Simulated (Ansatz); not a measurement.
NbAl$_{3}$:
```cif
data_Al6Nb2
_chemical_formula_sum 'Al6 Nb2'
_space_group_name_H-M_alt 'I4/mmm'
_space_group_IT_number 139
_space_group_name_Hall '-I 4 2'
_cell_length_a 3.83417
_cell_length_b 3.83417
_cell_length_c 8.57716
_cell_angle_alpha 90.000
_cell_angle_beta 90.000
_cell_angle_gamma 90.000
loop_
_atom_site_label
_atom_site_type_symbol
_atom_site_symmetry_multiplicity
_atom_site_Wyckoff_symbol
_atom_site_fract_x
_atom_site_fract_y
_atom_site_fract_z
_atom_site_occupancy
Al1 Al 2 b 0.00000 0.00000 0.50000 1
Al2 Al 4 d 0.00000 0.50000 0.25000 1
Nb1 Nb 2 a 0.00000 0.00000 0.00000 1
```
(The calculation used a cell of 4 atoms; values per cell refer to that cell.)

Relaxed at zero pressure with plane-wave PAW r²SCAN (Ansatz code).

**Question.** The volume is raised by 9 % and shape and atoms relax at that volume. What pressure results, and how do the axes share the change?

**Answer.** -9.9 GPa; a 2.8 %, b 2.8 %, c 3.1 %; the energy rises by 47 meV/atom.

**Question.** Give the new structure.

**Answer.** 
Space group I4/mmm (No. 139); a = 3.9421 Å, b = 3.9421 Å, c = 8.8443 Å, α = 90.00°, β = 90.00°, γ = 90.00°

| atom | site | symmetry | x | y | z |
|---|---|---|---|---|---|
| Al | 2b | 4/mmm | 0.0000 | 0.0000 | 0.5000 |
| Al | 4d | -4m2 | 0.0000 | 0.5000 | 0.2500 |
| Nb | 2a | 4/mmm | 0.0000 | 0.0000 | 0.0000 |

The phase is kept; no other phase was compared at this pressure.

The first step of the workflow began from a Materials Project structure, measured or hypothetical; the Crystallography Open Database copy checked does not list it. With Al and Nb taken as one species the cell has the higher symmetry I4/mmm, so it may be an ordered model of a mixed-site phase. Whether it is the stable phase at ambient conditions was not checked. The r²SCAN relaxation kept the symmetry of its start; of distortions, only those at the zone centre were tested. No spin polarisation was allowed. Axis ratios of metals converge slowly with the k-mesh, so a and c are less sure than the volume.

Potentials: the later of the program's two PAW sets.
